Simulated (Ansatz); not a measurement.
Below is a relaxed structure of LiNbBr2. The cell was found from a structure generator's guess, not taken from experiment.

Theory: DFT PBE, scalar-relativistic, plane waves, PAW in Ansatz 0.2.0. Cutoff 420 eV, Γ-centred mesh, Gaussian smearing, no spin polarisation.

```yaml
crystal:
  lattice:
    - [5.18484, 0.00000, 0.00000]
    - [0.00000, 5.18484, 0.00000]
    - [0.00000, 0.00000, 3.29557]
  atoms:
    - { symbol: Li, position: [0.50000, 0.50000, 0.50000] }
    - { symbol: Nb, position: [0.00000, 0.00000, 0.00000] }
    - { symbol: Br, position: [0.50000, 0.00000, 0.00000] }
    - { symbol: Br, position: [0.00000, 0.50000, 0.00000] }
```

Energies over the elements count from the elements' standard structures at the same level, with no fitted energy shifts. The references include crystalline Br.

Task: What space group does it have?

Result: P4/mmm (No. 123). Conventional cell: a = 5.185 Å, c = 3.296 Å. Li is surrounded by 8 Br at 3.07 Å and 2 Li at 3.30 Å; Nb has 4 Br at 2.59 Å; Br is surrounded by 2 Nb at 2.59 Å and 4 Li at 3.07 Å.

Task: What is its formation energy per atom?

Result: −0.20 eV/atom. A negative formation energy is needed for stability but isn't enough: competing phases decide.

Task: Is it a metal?

Result: Yes, bands cross the Fermi level on the 10×10×14 mesh.

Task: From what recipe could a structure generator have reached it?

Result: One such recipe: perovskite family, infinite layers (P4/mmm, No. 123). Other recipes can lead to the same cell.

The last run used a 10×10×14 mesh (in the run's order of axes) for its 4-atom cell and Gaussian smearing of 0.10 eV. The reference form of Br is held partly by dispersion forces, which this level lacks. Symmetry constrained the relaxation, so the result can be a saddle point.
